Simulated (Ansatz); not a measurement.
# SnTePbSe, first-principles data

SnTePbSe:
```yaml
crystal:
  lattice:
    - [4.40436, 0.00000, 0.00000]
    - [0.00000, 4.40436, 0.00000]
    - [0.00000, 0.00000, 6.19992]
  atoms:
    - { symbol: Sn, position: [0.50000, 0.50000, 0.50000] }
    - { symbol: Te, position: [0.50000, 0.50000, 0.00000] }
    - { symbol: Pb, position: [0.00000, 0.00000, 0.00000] }
    - { symbol: Se, position: [0.00000, 0.00000, 0.50000] }
```

Space group P4/mmm (No. 123); conventional cell a = b = 4.4044 Å, c = 6.1999 Å, α = β = γ = 90.00°.

Method: PBEsol (plane waves, PAW; program Ansatz). The cell and atoms are relaxed at this level. Other levels are named where they apply.

### Cell and energy

```yaml
volume_per_atom: 30.07 Å³
density: 7.35 g/cm³
Formation energy from the elements (no fitted shifts): -0.35 eV/atom
```

### Electronic structure

```yaml
electronic_character: no gap, with almost no states at the Fermi level (zero-gap or semimetallic)
Density of states at the Fermi level: 0.01 states/eV per atom (mean over ±0.08 eV)
HSE06 gap on the PBEsol cell: 0.40 eV (a hybrid on a coarse mesh can open a false gap in a semimetal)
Gap with spin–orbit coupling: none (metallic)
```

### Mechanics

```yaml
Bulk modulus (Birch–Murnaghan fit): 49.0 GPa
Pressure derivative B′: 4.4
Elastic constants (relaxed ions, GPa): C11 = 85.2, C12 = 54.4, C13 = 7.1, C33 = 133, C44 = 14.9, C66 = 62.9
mechanical_stability: stable (all eigenvalues of C positive)
hill_bulk_and_shear_moduli: 49.0 and 27.9 GPa
Young's modulus: 70.4 GPa
Poisson's ratio: 0.26
debye_temperature_from_the_elastic_constants: 207 K
```

### Phonons

```yaml
highest_zone_centre_frequency: 95 cm^-1
zone_centre_stability: unstable, softest mode 68i cm⁻¹
```

The workflow started from a Materials Project entry (that database holds measured and hypothetical structures alike); the Crystallography Open Database copy checked does not list it. Whether it is the stable phase at ambient conditions was not checked. Symmetry was held in the PBEsol relaxation. As this level gives no gap, shear constants depend on the k-mesh and smearing (Fermi–Dirac, 0.1 eV here). As this level gives no gap, phonon frequencies hold no LO–TO term and depend on the k-mesh and smearing (Fermi–Dirac, 0.1 eV here). The references are the lowest solids computed at this level, not always the standard phases. Scalar-relativistic: spin–orbit coupling is off unless named, which matters more the heavier the elements.

Potentials: the later of the program's two PAW sets.
